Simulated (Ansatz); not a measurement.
input.yaml

```yaml
crystal:
  lattice:
    - [-2.083, 2.083, 6.573]
    - [2.083, -2.083, 6.573]
    - [2.083, 2.083, -6.573]
  atoms:
    - { symbol: Rb, position: [0.3451, 0.3451, 0.0] }
    - { symbol: Rb, position: [0.6549, 0.6549, 0.0] }
    - { symbol: Ni, position: [0.0, 0.0, 0.0], spin: 1.4 }
    - { symbol: O, position: [0.1273, 0.1273, 0.0], spin: 0.33 }
    - { symbol: O, position: [0.8727, 0.8727, 0.0], spin: 0.33 }
basis:
  ecutwfc: 500
kpoints:
  mp_grid: { grid: [10, 10, 10] }
hamiltonian:
  xc: r2scan
scf:
  occupations: { method: gaussian, width: 0.02 }
output:
  forces: true
  stress: true
  eigenvalues: true
  populations: true
magnetization:
  spin_polarized: true
```

Launched with
```bash
ansatz run input.yaml --threads 1 --pin off --max-ram 2560MiB --backend cpu --events-out ev --progress --plain --runs-dir out
```

These are results of Ansatz, DFT r2SCAN, scalar-relativistic, plane waves, PAW, not measurements.

From the run's log, abridged (final results; tables in files aren't shown):

```
SCF 1 converged in 16 iterations: F = -13539.734001 eV  dr2 = 1.15e-8
this state was not tested for a lower state beside it, because the mixer in use, unlike msr1, does not test its closes by its own steps (another_mixer; see scf.mixing.algorithm and scf.lower_state_search)
SCF converged after 16 iterations
Magnetization: 2.0000 μB (25.0000 up, 23.0000 down)
Absolute magnetization: 2.3212 μB (∫|ρ↑−ρ↓|, with the PAW one-centre terms)
Spin contamination: 0.0170 ħ² per cell (⟨S²⟩ above its minimum at these occupations)
Per-site moments (μB) at R_I (Å): [(0.00056365, 1.18106950), (0.00056365, 1.18106950), (1.27344962, 0.6903128925), (0.29516013, 0.6903128925), (0.29516013, 0.6903128925)]
Free energy (F): -13539.734001 eV
Harris-Foulkes:  -13539.734001 eV  (|F-HF|=4.11e-9)
Internal energy: -13539.734001 eV  (E = F + TS)
E sigma→0 (E₀):  -13539.734001 eV
Fermi energy:    5.507422 eV
--- Per-component energies (eV) ---
  E_band       = -728.227086
  E_kinetic    = 1013.431075
  E_local      = -7735.752448  (includes V_loc(G=0)·N_el)
  E_nonlocal   = 1072.856188
  E_hartree    = 3102.620618
  E_xc         = -474.499609
  E_vxc        = -630.605601  (∫ρ·V_xc dr)
  E_paw        = -7225.215327  (= ΣΔE_a)
  E_vpaw       = -693.003028  (= ΣTr[D̂ρ^β])
  E_aug_tail   = 0.002219  (compensation charges beyond the density's cutoff)
  E_vtau       = 39.608619  (kinetic-family band-sum trace: ∫τ·v_τ [+ j·A + Jᵃ·Aᵃ] dr)
  E_ewald      = -3292.518911
  E_core_change = -0.657805  (= ΣΔE_core)
  E_smearing   =  0.000000  (= −TS)
--- Forces (eV/Å), atoms counted from 1 ---
  atom   1  Rb     0.00000000     0.00000000     0.11132683
  atom   2  Rb     0.00000000     0.00000000    -0.11132683
  atom   3  Ni     0.00000000     0.00000000     0.00000000
  atom   4  O      0.00000000     0.00000000     0.42195503
  atom   5  O      0.00000000     0.00000000    -0.42195503
--- Stress (GPa, compression-positive) ---
       -0.379228       0.000000       0.000000
        0.000000      -0.379228       0.000000
        0.000000       0.000000       1.474001
  P = ⅓ Tr σ = 0.2385 GPa (2.385 kbar)
--- Band table (eV; the first three rows and the last of 204) ---
  k-point 0 ↑: bands = ["-103.3584", "-63.3546", "-61.6557", "-61.6557", "-22.1358", "-22.0330", "-13.6242", "-13.1192", "-6.0944", "-5.6507", "-5.6507", "-5.4255", "-5.4255", "-5.4101", "-0.2448", "0.3183", "0.3183", "2.3853", "2.5780", "2.5780", "2.9404", "3.0700", "3.3705", "4.3411", "4.3411", "7.8388", "9.9065", "11.1728", "11.2788", "11.6605", "12.5868"]
  k-point 1 ↑: bands = ["-103.3584", "-63.3546", "-61.6557", "-61.6557", "-22.1272", "-22.0331", "-13.6325", "-13.1256", "-6.0759", "-5.6866", "-5.6168", "-5.4488", "-5.4319", "-5.4149", "-0.2371", "0.2692", "0.3148", "2.3935", "2.4076", "2.5446", "2.9686", "3.0628", "3.4580", "4.2480", "4.3276", "8.0106", "10.1477", "11.0539", "11.2177", "11.9050", "12.5481"]
  k-point 2 ↑: bands = ["-103.3584", "-63.3546", "-61.6558", "-61.6558", "-22.1049", "-22.0336", "-13.6472", "-13.1341", "-6.0197", "-5.7795", "-5.5936", "-5.5094", "-5.5012", "-5.4039", "-0.2220", "0.1792", "0.3078", "2.1792", "2.4139", "2.4826", "3.0264", "3.0421", "3.6443", "4.1023", "4.3029", "8.3913", "10.6042", "10.6797", "10.9925", "12.3613", "12.5648"]
  k-point 101 ↓: bands = ["-101.0201", "-60.3385", "-59.7664", "-59.7664", "-22.1217", "-22.0445", "-13.0033", "-12.3650", "-5.8729", "-5.6574", "-5.6574", "-5.6218", "-5.4006", "-5.4006", "0.1258", "2.2202", "2.2202", "2.7305", "3.3384", "3.4862", "3.4862", "4.0239", "4.2141", "6.7051", "6.7051", "9.3784", "9.7383", "9.7412", "11.4677", "11.4677", "11.9120"]
--- Löwdin populations: 5 sites ---
  site symbol q [e]    m [muB]
     0     Rb      8.2027    -0.0115
     1     Rb      8.2027    -0.0115
     2     Ni     17.2694     1.2281
     3      O      7.0135     0.4140
     4      O      7.0135     0.4140
  spilling = 0.006214 (of n_electrons = 48.000000)
```

The run converged.

The run took 2.2 min on 1 thread of Arm Neoverse V2, on a shared host, peak memory 1 GiB.

The state reached may not be the lowest one. The cell holds one magnetic atom, so it can only be ferromagnetic; an antiferromagnetic order may lie lower.